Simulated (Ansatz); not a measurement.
TiC:
```cif
data_C4Ti4
_chemical_formula_sum 'Ti4 C4'
_space_group_name_H-M_alt 'Fm-3m'
_space_group_IT_number 225
_space_group_name_Hall '-F 4 2 3'
_cell_length_a 4.32784
_cell_length_b 4.32784
_cell_length_c 4.32784
_cell_angle_alpha 90.000
_cell_angle_beta 90.000
_cell_angle_gamma 90.000
loop_
_atom_site_label
_atom_site_type_symbol
_atom_site_symmetry_multiplicity
_atom_site_Wyckoff_symbol
_atom_site_fract_x
_atom_site_fract_y
_atom_site_fract_z
_atom_site_occupancy
Ti1 Ti 4 a 0.00000 0.00000 0.00000 1
C1 C 4 b 0.50000 0.50000 0.50000 1
```
(The calculation used a cell of 2 atoms; values per cell refer to that cell.)

Relaxed with r²SCAN in the plane-wave PAW code Ansatz. Indices refer to the conventional cell of Fm-3m, a = b = c = 4.3278 Å, α = β = γ = 90.00°.

Simulate the powder diffraction pattern (Cu Kα, λ = 1.54184 Å; lines above 1 %) up to 2θ = 90°.

Simulated powder pattern, Cu Kα, λ = 1.54184 Å (kinematic, ideal powder, no thermal factors, no anomalous dispersion; the 30 strongest lines at most, above 1 %, up to 2θ = 90°):

| 2θ (°) | d (Å) | I/Imax (%) | hkl |
|---|---|---|---|
| 35.94 | 2.499 | 87 | (111) |
| 41.74 | 2.164 | 100 | (200) |
| 60.51 | 1.530 | 57 | (220) |
| 72.43 | 1.305 | 30 | (311) |
| 76.20 | 1.249 | 18 | (222) |

Symmetry was held in the r²SCAN relaxation. The run is not spin-polarised.

Potentials: the later of the program's two PAW sets.
